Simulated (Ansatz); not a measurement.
## RbCaH$_{3}$ (Pm-3m), stationary points along a deformation path

Method: DFT LDA, scalar-relativistic, plane waves, PAW in Ansatz. Settings: plane waves to 420 eV, k-mesh 6×6×6 (Γ-centred), Gaussian smearing 0.05 eV. No spin polarisation. Energies are free energies at this smearing, counted from the undisturbed cell; pressure is positive in compression.

The undisturbed cell (as given, not relaxed at this level; it stands at -2.4 GPa, and it needn't be the usual structure):

```
Rb Ca H
1.0
     4.54700    0.00000    0.00000
     0.00000    4.54700    0.00000
     0.00000    0.00000    4.54700
Rb Ca H
1 1 3
Direct
  0.00000 0.00000 0.00000
  0.50000 0.50000 0.50000
  0.00000 0.50000 0.50000
  0.50000 0.00000 0.50000
  0.50000 0.50000 0.00000
```

At fixed volume and fractional coordinates, lengths along (0.577, 0.577, 0.577) are scaled against those across it; ρ is that ratio over its starting value. V = 18.802 Å³/atom. Δσ is the stress along the axis less the mean stress across it (compression positive).

| ρ | ΔE (meV/atom) | Δσ (GPa) | space group |
| --- | --- | --- | --- |
| 0.500 | 809.7 | 38.06 | R-3m |
| 0.600 | 395.8 | 21.82 | R-3m |
| 0.710 | 169.1 | 13.14 | R-3m |
| 0.850 | 36.5 | 5.86 | R-3m |
| 0.930 | 7.1 | 2.53 | R-3m |
| 1.000 | 0.0 | 0.00 | Pm-3m |
| 1.080 | 7.7 | -2.53 | R-3m |
| 1.200 | 42.2 | -5.80 | R-3m |
| 1.410 | 146.5 | -10.79 | R-3m |
| 1.700 | 352.2 | -17.59 | R-3m |
| 2.000 | 620.4 | -24.46 | R-3m |

Question: How does the stress give the slope of the energy, and where is the energy stationary?

Answer: Along the path d ln(length) is 2/3 d ln ρ on the axis and −1/3 d ln ρ across it, so dE/d ln ρ = −(2/3) V Δσ: the energy falls with ρ where Δσ is positive. Δσ vanishes or changes sign at ρ = 1.000 (Pm-3m), a minimum at 0.0 meV/atom. Pairs of stationary points between two samples would go unseen, and could change a minimum read from distant neighbours into a maximum. At ρ = 1.000 the cell is cubic, where symmetry alone makes the stress isotropic and the slope zero.

Question: Which shear constant sets the curvature at ρ = 1?

Answer: For a cubic crystal E/V = (2/3) C (ln ρ)² with C = C44, so Δσ = −2C ln ρ. The parabola of Δσ against ln ρ through ρ = 0.930, 1 and 1.080 gives C ≈ 17.0 GPa with the ions clamped, rough because the steps are large. It is the stress–strain coefficient at this cell's pressure of -2.4 GPa, not the zero-pressure constant.

The gap closes along the scan, which can put kinks into the curve.